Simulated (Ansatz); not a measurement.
## KPb2WF6 in Ansatz, single run

Launch command:

```bash
ansatz run input.yaml --threads 1 --pin off --max-ram 2560MiB --backend cpu --events-out ev --progress --plain --runs-dir out
```

Input:

```yaml
crystal:
  lattice:
    - [0.0, 4.244073, 4.244073]
    - [4.244073, 0.0, 4.244073]
    - [4.244073, 4.244073, 0.0]
  atoms:
    - { symbol: W, position: [0.0, 0.0, 0.0] }
    - { symbol: K, position: [0.5, 0.5, 0.5] }
    - { symbol: Pb, position: [0.25, 0.25, 0.25] }
    - { symbol: Pb, position: [0.75, 0.75, 0.75] }
    - { symbol: F, position: [0.773, 0.227, 0.227] }
    - { symbol: F, position: [0.227, 0.773, 0.227] }
    - { symbol: F, position: [0.227, 0.773, 0.773] }
    - { symbol: F, position: [0.773, 0.227, 0.773] }
    - { symbol: F, position: [0.227, 0.227, 0.773] }
    - { symbol: F, position: [0.773, 0.773, 0.227] }
  symmetry: { tolerance: 0.0003 }
kpoints:
  mp_grid: { grid: [4, 4, 4], shift: [0, 0, 0] }
magnetization:
  spin_polarized: false
scf:
  occupations: { method: gaussian, width: 0.0234 }
hamiltonian:
  pseudopotentials: { kind: paw }
  xc: pbe
total_charge: 0
basis:
  ecutwfc: 420
output:
  forces: true
  stress: true
  eigenvalues: true
  write_density: true
  write_potential: true
  elf: true
  volumetric_format: npy
```

Origin of the cell: a known structure type with other elements, at an estimated volume, so it need not be a known compound.

Output (shortened):

```
Pseudopotentials: kind: paw
Pseudopotential: W, paw, valence charge 14, recommended cutoff 420 eV (normal), W.paw.azcp
Pseudopotential: K, paw, valence charge 9, recommended cutoff 420 eV (normal), K.paw.azcp
Pseudopotential: Pb, paw, valence charge 14, recommended cutoff 420 eV (normal), Pb.paw.azcp
Pseudopotential: F, paw, valence charge 7, recommended cutoff 420 eV (normal), F.paw.azcp
Functional definition: PBE
  exchange = pbe_x(kappa = kappa, mu = beta*pi^2/3)
  correlation = pbe_c(beta = beta)
Crystal: 10 atoms, lattice volume = 152.890 Å³
Basis set: ecut = 420 eV, 2975 PW (Γ), exchange–correlation on 90×90×90 points (8 copies of the dense FFT grid, shifted against one another)
Bands: 57, of which v1, the nominal top of the filled ones, is band 47 counted from 1 (46 counted from 0)
Symmetry: 48 space group operations
[… 10 lines left out …]
Initial density: superposition of atomic densities (neutral atoms: chi_scale 0, normalization atom), corrected by the library's trained network
Functional: x = pbe(κ = 0.804, μ = 0.219515), c = pbe(β = 0.066725)
SCF iter   1: F=—  HF=-40583.807402 eV  Δρ=1.57e-2  dr2=1.09e0
SCF iter   2: F=—  HF=-40583.759616 eV  Δρ=5.19e-3  dr2=1.36e-1  defer=4
SCF iter   3: F=—  HF=-40583.755840 eV  Δρ=3.25e-3  dr2=2.24e-2  defer=32
SCF iter   4: F=—  HF=-40583.756813 eV  Δρ=2.53e-3  dr2=3.10e-2  defer=32
SCF iter   5: F=—  HF=-40583.756192 eV  Δρ=1.49e-3  dr2=1.04e-2  defer=32
SCF iter   6: F=—  HF=-40583.755892 eV  Δρ=1.56e-4  dr2=9.36e-5  defer=32
SCF iter   7: F=—  HF=-40583.755997 eV  Δρ=2.86e-5  dr2=2.62e-6  defer=32
SCF iter   8: F=—  HF=-40583.755997 eV  Δρ=1.58e-5  dr2=1.08e-6  defer=32
SCF iter   9: F=—  HF=-40583.755997 eV  Δρ=1.56e-5  dr2=1.14e-6  defer=32
SCF iter  10: F=-40583.755997 eV  HF=-40583.755997 eV  Δρ=1.77e-6  dr2=9.85e-9
SCF 1 converged in 10 iterations: F = -40583.755997 eV  dr2 = 9.85e-9
SCF converged after 10 iterations
Free energy (F): -40583.755997 eV
Harris-Foulkes:  -40583.755997 eV  (|F-HF|=7.46e-9)
Internal energy: -40583.746052 eV  (E = F + TS)
E sigma→0 (E₀):  -40583.751025 eV
Entropy (-TS):   -0.009944 eV (-0.994 meV/atom)
Fermi energy:    10.980083 eV
--- Per-component energies (eV) ---
  E_band       = -521.459739
  E_kinetic    = 2536.881329
  E_local      = -7112.123830  (includes V_loc(G=0)·N_el)
  E_nonlocal   = 1155.037372
  E_hartree    = 2699.761625
  E_xc         = -1324.839851
  E_vxc        = -1285.295366  (∫ρ·V_xc dr)
  E_paw        = -31356.563159  (= ΣΔE_a)
  E_vpaw       = -1215.491413  (= ΣTr[D̂ρ^β])
  E_aug_tail   = 0.012256  (compensation charges beyond the density's cutoff)
  E_ewald      = -7181.911794
  E_smearing   = -0.009944  (= −TS)
  Σ components = -40583.755997   (vs F -40583.755997, Δ=0.00e0)
--- Forces (eV/Å), atoms counted from 1 ---
  atom   1  W      0.000000    -0.000000    -0.000000
  atom   2  K      0.000000    -0.000000    -0.000000
  atom   3  Pb     0.000000     0.000000    -0.000000
  atom   4  Pb     0.000000     0.000000     0.000000
  atom   5  F      0.362199     0.000000     0.000000
  atom   6  F     -0.000000     0.362199    -0.000000
  atom   7  F     -0.362199    -0.000000     0.000000
  atom   8  F      0.000000    -0.362199     0.000000
  atom   9  F      0.000000    -0.000000     0.362199
  atom  10  F     -0.000000    -0.000000    -0.362199
  max |Σ_I F_I| component: 1.67e-16 eV/Å
--- Stress (GPa, compression-positive) ---
       18.630471       0.000000      -0.000000
        0.000000      18.630471      -0.000000
       -0.000000       0.000000      18.630471
  P = ⅓ Tr σ = 18.6305 GPa (186.305 kbar)
```

Caveats: no moments, though an odd count or open d shells may carry them; no spin-orbit coupling, though heavy elements are present; the k mesh is coarse if the cell is a metal.

It ran for 10 s on 1 thread of Intel(R) Xeon(R) Platinum 8259CL CPU @ 2.50GHz (Skylake/Cascade Lake), on a shared host, peak memory 0.54 GiB, from the program's own first density.
